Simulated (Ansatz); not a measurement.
InPPd5:
```yaml
crystal:
  lattice:
    - [3.94878, 0.00000, 0.00000]
    - [0.00000, 3.94878, 0.00000]
    - [0.00000, 0.00000, 6.95979]
  atoms:
    - { symbol: In, position: [0.50000, 0.50000, 0.00000] }
    - { symbol: P, position: [0.00000, 0.00000, 0.50000] }
    - { symbol: Pd, position: [0.00000, 0.50000, 0.29882] }
    - { symbol: Pd, position: [0.00000, 0.50000, 0.70118] }
    - { symbol: Pd, position: [0.50000, 0.00000, 0.29882] }
    - { symbol: Pd, position: [0.50000, 0.00000, 0.70118] }
    - { symbol: Pd, position: [0.00000, 0.00000, 0.00000] }
```

Relaxed with r²SCAN.

Problem. Which orbitals make up the states near the Fermi level in DFT-r²SCAN in the program Ansatz with PAW potentials?

Solution. Within 0.5 eV of the Fermi level: Pd 4d 48 %, P 3p 21 %, In 5p 15 %, In 5s 5 %, outside the projected shells 8 %. Projections are on Löwdin-orthogonalised atomic valence shells; empty p or d shells of many metals are not among them.

Problem. Tabulate the density of states.

Solution. States/eV per cell of 7 atoms, in 0.25 eV bins, energy from the Fermi level.

```csv
E (eV),total,Pd 4d,P 3p,In 5p
-7.85,0.86,0.12,0.09,0.16
-7.60,1.21,0.27,0.19,0.20
-7.35,2.09,0.70,0.42,0.23
-7.10,3.23,1.24,0.58,0.22
-6.85,1.88,0.94,0.49,0.07
-6.60,7.01,3.40,2.90,0.26
-6.35,7.33,3.93,2.89,0.18
-6.10,5.02,2.76,2.10,0.05
-5.85,0.64,0.31,0.28,0.02
-5.60,0.74,0.39,0.21,0.11
-5.35,1.59,0.96,0.18,0.38
-5.10,4.47,3.49,0.08,0.72
-4.85,10.24,8.96,0.10,0.90
-4.60,10.53,9.25,0.15,0.85
-4.35,13.67,12.66,0.12,0.57
-4.10,11.90,11.18,0.14,0.34
-3.85,12.06,10.78,0.25,0.70
-3.60,11.09,9.76,0.22,0.82
-3.35,10.15,9.35,0.20,0.38
-3.10,13.63,12.70,0.30,0.35
-2.85,8.14,7.66,0.13,0.15
-2.60,12.76,12.06,0.16,0.23
-2.35,14.97,14.20,0.18,0.22
-2.10,13.71,12.99,0.18,0.19
-1.85,12.89,12.08,0.27,0.19
-1.60,6.80,5.80,0.32,0.25
-1.35,7.70,6.35,0.43,0.34
-1.10,6.68,5.47,0.46,0.30
-0.85,4.87,3.47,0.59,0.27
-0.60,2.21,1.25,0.37,0.21
-0.35,1.20,0.58,0.22,0.15
-0.10,0.96,0.47,0.18,0.15
0.15,1.32,0.66,0.30,0.18
0.40,1.84,0.86,0.40,0.31
0.65,3.38,1.55,0.69,0.73
0.90,2.77,1.11,0.56,0.69
1.15,2.97,1.05,0.56,0.87
1.40,2.48,0.85,0.52,0.68
1.65,2.51,0.83,0.61,0.63
1.90,2.30,0.71,0.60,0.59
2.15,2.13,0.62,0.57,0.56
2.40,2.03,0.55,0.51,0.60
2.65,1.66,0.39,0.36,0.55
2.90,1.08,0.20,0.15,0.43
3.15,1.02,0.16,0.10,0.41
3.40,1.09,0.14,0.08,0.37
3.65,1.25,0.13,0.07,0.31
3.90,1.43,0.13,0.06,0.28
4.15,1.88,0.14,0.07,0.24
4.40,2.49,0.16,0.09,0.28
4.65,3.01,0.17,0.11,0.34
```

Space group P4/mmm. The first step of the workflow began from a Materials Project structure, measured or hypothetical; the Crystallography Open Database copy checked does not list it. Its standing as an ambient phase is unchecked. Symmetry was held in the r²SCAN relaxation; whether a distortion lowers the energy is not shown. No spin polarisation was allowed. Scalar-relativistic: spin–orbit coupling is off unless named, which matters more the heavier the elements.

Potentials: the later of the program's two PAW sets.
